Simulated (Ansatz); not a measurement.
The cell was built from the wurtzite type and relaxed in the same program, and has space group P6_3mc; it needn't be a known or the stable phase.

Input and log of a run on ZnS: DFT, PBE, all-electron LAPW, scalar-relativistic (Ansatz 0.2.0).

Command: `ansatz run input.yaml --threads 1 --pin off --max-ram 3072MiB --backend cpu --events-out ev --progress --plain --runs-dir out` The run took 2.6 min on 1 thread of Arm Neoverse V1, on a shared host, peak memory 0.58 GiB.

```yaml
crystal:
  lattice:
    - [3.845177355, 0.0, 0.0]
    - [-1.9225886775, 3.3300212715, 0.0]
    - [0.0, 0.0, 6.3055372693]
  atoms:
    - { symbol: Zn, position: [0.3333333333, 0.6666666667, 0.0007272007] }
    - { symbol: Zn, position: [0.6666666667, 0.3333333333, 0.5007272007] }
    - { symbol: S, position: [0.3333333333, 0.6666666667, 0.3752727993] }
    - { symbol: S, position: [0.6666666667, 0.3333333333, 0.8752727993] }
kpoints:
  mp_grid: { grid: [12, 12, 7] }
  band_path:
    path:
      - [0.0, 0.0, 0.0]
      - [0.5, 0.0, 0.0]
      - [0.3333333333, 0.3333333333, 0.0]
      - [0.0, 0.0, 0.0]
      - [0.0, 0.0, 0.5]
      - [0.5, 0.0, 0.5]
      - [0.3333333333, 0.3333333333, 0.5]
      - [0.0, 0.0, 0.5]
      - [0.5, 0.0, 0.5]
    npoints: 14
scf:
  occupations: { method: fermi_dirac, width: 0.03 }
hamiltonian:
  xc: pbe
  pseudopotentials: { kind: all_electron, lapw: { basis_error: 0.001 } }
output:
  forces: true
  stress: true
  eigenvalues: true
  populations: true
  dos: { projected: true, de: 0.2, e_range: [-14, 8] }
```

The log:

```
Zn: projections on atomic orbitals take those of the free atom 1s2 2s2 2p6 3s2 3p6 3d10 4s2, of charge +0.00 (hamiltonian.pseudopotentials.projection_atoms)
S: projections on atomic orbitals take those of the free atom 1s2 2s2 2p6 3s2 3p4, of charge +0.00 (hamiltonian.pseudopotentials.projection_atoms)
LAPW: plane waves up to 8.504 Å⁻¹, error target 1.0e-3 eV per atom; small_component_spin mean_spin; S in spheres of 1.045 Å, 14 of its electrons in bands, Dirac shells []; Zn in spheres of 1.311 Å, 20 of its electrons in bands, Dirac shells []
Engine: ansatz 0.2.0
Pseudopotentials: kind: all_electron
Pseudopotential: Zn, LAPW, valence charge 20, Koelling and Harmon's equation, gaussian nucleus
Pseudopotential: S, LAPW, valence charge 14, Koelling and Harmon's equation, gaussian nucleus
Functional definition: PBE
  parameter kappa = 0.804
  parameter beta = 0.06672455060314922
  exchange = pbe_x(kappa = kappa, mu = beta*pi^2/3)
  correlation = pbe_c(beta = beta)
Crystal: 4 atoms, lattice volume = 80.739 Å³
Basis set: ecut = 275.5254911272632 eV, 833 PW (Γ), exchange–correlation at level 2
Bands: 41, of which v1, the nominal top of the filled ones, is band 34 counted from 1 (33 counted from 0)
Symmetry: 12 space group operations
Space group: P63mc (ITA 186), of the structure as read, at distance tolerance 4.3e-5 Å
k-points: 76 of 1008 (time reversal used)
Non-local potential: Zn, projectors of the file, none
Non-local potential: S, projectors of the file, none
Initial density: superposition of atomic densities (chi_scale 0.1, normalization cell, long waves kept (reshape's long-wave potential 0.00 eV rms))
Initial wavefunctions: plane waves of lowest kinetic energy (no species holds an atomic orbital)
Functional: x = pbe(κ = 0.804, μ = 0.2195149727645171), c = pbe(β = 0.06672455060314922)
iter 1 solved again at ethr=3.10e-3 eV; its pass at ethr=1.00e-1 eV (dr2=2.11e0 eV) is discarded
SCF iter   1: F=—  HF=-119475.520288 eV  |F-HF|=—  |Δ(HF+E_count)|=         —  Δρ=3.97e-2  dr2=2.11e0  ethr=3.10e-3  ⟨swp⟩=2.0  Hψ=21071  notcnv=0
preconditioner: auto → Resta (q_TF=auto, 2.651 Å⁻¹)  ε∞=5.9  [insulator: Δε(μ)=2.369 eV  Ē_g=11.145 eV  σ=0.030 eV  W_gap=1.00  n_scr=22 (ndim 8)  ℏωp=24.8 eV  f_vac=0.114  D(μ)=0.00/eV (n_scr^D=0)  ε∞_Penn≈5.9]
SCF iter   2: F=—  HF=-119474.816519 eV  |F-HF|=—  |Δ(HF+E_count)|=   7.04e-1  Δρ=1.79e-2  dr2=3.83e-1  ethr=3.10e-3  ⟨swp⟩=2.8  Hψ=9304  notcnv=0
SCF iter   3: F=—  HF=-119474.726057 eV  |F-HF|=—  |Δ(HF+E_count)|=   9.05e-2  Δρ=1.21e-2  dr2=1.77e-1  ethr=5.63e-4  ⟨swp⟩=2.0  Hψ=9180  notcnv=0
SCF iter   4: F=—  HF=-119474.652180 eV  |F-HF|=—  |Δ(HF+E_count)|=   7.39e-2  Δρ=5.49e-3  dr2=3.05e-2  ethr=2.61e-4  ⟨swp⟩=2.2  Hψ=9205  notcnv=0
iter 5 solved again at ethr=2.16e-6 eV; its pass at ethr=4.49e-5 eV (dr2=1.47e-3 eV) is discarded
SCF iter   5: F=—  HF=-119474.659698 eV  |F-HF|=—  |Δ(HF+E_count)|=         —  Δρ=1.15e-3  dr2=1.46e-3  ethr=2.16e-6  ⟨swp⟩=2.0  Hψ=15574  notcnv=0
the basis was enlarged: its passes take 9.1 MiB over the memory plan, 1 of 1 planned eigensolver slots
SCF iter   6: F=—  HF=-119474.661445 eV  |F-HF|=—  |Δ(HF+E_count)|=   1.75e-3  Δρ=4.18e-4  dr2=2.23e-4  ethr=2.15e-6  ⟨swp⟩=3.0  Hψ=9324  notcnv=0
SCF iter   7: F=—  HF=-119474.661939 eV  |F-HF|=—  |Δ(HF+E_count)|=   4.94e-4  Δρ=9.69e-5  dr2=1.30e-5  ethr=3.28e-7  ⟨swp⟩=3.0  Hψ=9741  notcnv=0
SCF iter   8: F=—  HF=-119474.661974 eV  |F-HF|=—  |Δ(HF+E_count)|=   3.44e-5  Δρ=2.64e-5  dr2=8.23e-7  ethr=1.91e-8  ⟨swp⟩=3.0  Hψ=9659  notcnv=0
SCF iter   9: F=-119474.661974 eV  HF=-119474.661975 eV  |F-HF|=4.38e-8  |Δ(HF+E_count)|=   8.33e-7  Δρ=5.73e-6  dr2=3.68e-8  ethr=1.21e-9  ⟨swp⟩=3.0  Hψ=9528  notcnv=0
SCF 1 converged in 9 iterations: F = -119474.661974 eV  dr2 = 3.68e-8
the search or the solves at the SCF's close seem to have found levels that the self-consistency loop had missed (the run counts 2). By its estimate they hold under 1e-12 electrons; where the run keeps them, the occupations were computed again with them
NSCF: frozen V_eff on 113 k-points
SCF converged after 9 iterations
Free energy (F): -119474.661974 eV
Harris-Foulkes:  -119474.661975 eV  (|F-HF|=4.38e-8)
Internal energy: -119474.661974 eV  (E = F + TS)
E sigma→0 (E₀):  -119474.661974 eV
Fermi energy:    8.062296 eV
--- Per-component energies (eV) ---
  E_band       = -3778.453518
  E_kinetic    = 121367.208724
  E_xc         = -5297.488646
  E_electrostatic = -235544.382052  (all electrons and nuclei)
  E_smearing   = -0.000000  (= −TS)
  E_closure    = 0.000000  (closes the sum)
  E_atoms      = -119460.994694  (free atoms, spherical and without spin; not in F)
  Σ components = -119474.661974   (vs F -119474.661974, Δ=0.00e0)
  Basis errors (estimates in eV, not in F): energy 4.6e-4 per atom: plane waves 4.1e-4 (2.4e-4 summed), levels above the bands 6.1e-91, relativity 2.4e-8, radial functions 4.5e-5, core shells 1.5e-10; eigenvalues (radial functions only) 1.1e-6; not estimated: angular momenta, meshes, grids; target (lapw.basis_error) 1.0e-3; muffin-tin radii S 1.045 Å, Zn 1.311 Å
--- Forces (eV/Å), atoms counted from 1 ---
  atom   1  Zn    -0.00000000    -0.00000000     0.00057612
  atom   2  Zn    -0.00000000     0.00000000     0.00057612
  atom   3  S      0.00000000    -0.00000000    -0.00058350
  atom   4  S      0.00000000     0.00000000    -0.00058350
  max |Σ_I F_I| component: 1.48e-5 eV/Å
--- Stress (GPa, compression-positive) ---
        0.013257       0.000000      -0.000000
       -0.000000       0.013257      -0.000000
       -0.000000      -0.000000       0.013102
  P = ⅓ Tr σ = 0.0132 GPa (0.132 kbar)
--- Band table (eV; the first three rows and the last of 76) ---
  k-point 0: bands = ["-197.6309", "-197.6309", "-142.4057", "-142.4057", "-142.4034", "-142.4034", "-142.4034", "-142.4034", "-117.8168", "-117.8168", "-71.9867", "-71.9867", "-71.9867", "-71.9867", "-71.9862", "-71.9860", "-6.0068", "-5.1174", "0.7470", "0.7587", "0.7587", "0.8369", "0.8369", "1.1771", "1.1771", "1.2493", "1.2493", "1.4019", "1.8375", "6.1455", "6.1455", "6.9254", "6.9996", "6.9996", "9.0812", "10.0513", "13.3078", "13.3078", "13.5646", "14.6445", "14.6445"]
  k-point 1: bands = ["-197.6309", "-197.6309", "-142.4057", "-142.4057", "-142.4034", "-142.4034", "-142.4034", "-142.4034", "-117.8168", "-117.8168", "-71.9867", "-71.9867", "-71.9867", "-71.9867", "-71.9862", "-71.9860", "-5.9690", "-5.1694", "0.7448", "0.7612", "0.7612", "0.8317", "0.8317", "1.1749", "1.1816", "1.1816", "1.2468", "1.2468", "2.2259", "6.1845", "6.1845", "6.4825", "6.9533", "6.9533", "9.4772", "10.1013", "13.3362", "13.3362", "13.4187", "14.5213", "14.5213"]
  k-point 2: bands = ["-197.6309", "-197.6309", "-142.4057", "-142.4057", "-142.4034", "-142.4034", "-142.4034", "-142.4034", "-117.8168", "-117.8168", "-71.9867", "-71.9867", "-71.9867", "-71.9867", "-71.9862", "-71.9861", "-5.8603", "-5.3095", "0.7437", "0.7692", "0.7692", "0.8178", "0.8178", "0.9461", "1.1939", "1.1939", "1.2391", "1.2391", "2.9156", "5.6118", "6.2952", "6.2952", "6.8264", "6.8264", "10.1273", "10.2406", "13.2218", "13.4347", "13.4347", "14.2291", "14.2291"]
  k-point 75: bands = ["-197.6309", "-197.6309", "-142.4057", "-142.4057", "-142.4034", "-142.4034", "-142.4034", "-142.4034", "-117.8168", "-117.8168", "-71.9868", "-71.9868", "-71.9868", "-71.9868", "-71.9861", "-71.9861", "-4.8840", "-4.8840", "0.8825", "0.8879", "0.8879", "0.9496", "1.1165", "1.1165", "1.1792", "1.1801", "1.5231", "1.5231", "2.3978", "2.3978", "3.9073", "4.2682", "5.6626", "5.6626", "11.5220", "11.5220", "12.9067", "13.7680", "14.2761", "14.2761", "16.6918"]
--- Löwdin populations: 4 sites ---
  site symbol       q [e]
     0     Zn     28.7286
     1     Zn     28.7286
     2      S     17.0634
     3      S     17.0634
  spilling = 0.004520 (of n_electrons = 92.000000)
```
